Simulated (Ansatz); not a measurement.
# Profile along the Zn–Zn line in Zn (hcp, Mg type)

Zn (hcp, Mg type)

```cif
data_Zn2
_chemical_formula_sum 'Zn2'
_space_group_name_H-M_alt 'P 1'
_space_group_IT_number 1
_cell_length_a 2.64679
_cell_length_b 2.64679
_cell_length_c 4.67938
_cell_angle_alpha 90.000
_cell_angle_beta 90.000
_cell_angle_gamma 120.000
loop_
_space_group_symop_operation_xyz
  'x, y, z'
loop_
_atom_site_label
_atom_site_type_symbol
_atom_site_fract_x
_atom_site_fract_y
_atom_site_fract_z
_atom_site_occupancy
Zn1 Zn 0.33333 0.66667 0.75000 1
Zn2 Zn 0.66667 0.33333 0.25000 1
```

Fields along a shortest Zn–Zn line of a (0001) plane (2.65 Å), from Zn to Zn, interpolated on the slice's grid (step about 0.2 Å). The numbers are results of r2SCAN (plane waves to 500 eV, PAW, scalar-relativistic; Ansatz, a first-principles code), not measurements. k mesh 20×20×10. These are valence fields of a PAW run, semicore shells included where kept as valence: close to a nucleus they are smooth pseudo fields. Zn was relaxed with its symmetry unable to fall.

| distance from Zn (Å) | valence electron density (e/Å³) | electron localisation function |
|---|---|---|
| 0.00 | 45.90 | x |
| 0.27 | 21.44 | x |
| 0.53 | 3.32 | 0.04 |
| 0.80 | 0.73 | 0.18 |
| 1.06 | 0.31 | 0.23 |
| 1.32 | 0.25 | 0.34 |
| 1.59 | 0.31 | 0.23 |
| 1.86 | 0.73 | 0.18 |
| 2.12 | 3.32 | 0.04 |
| 2.38 | 21.44 | x |
| 2.65 | 45.90 | x |

x: too close to a nucleus for the ELF to mean much.

Density on the Zn–Zn line (2.65 Å) at its midpoint: 0.25 e/Å³. ELF at that point: 0.34.
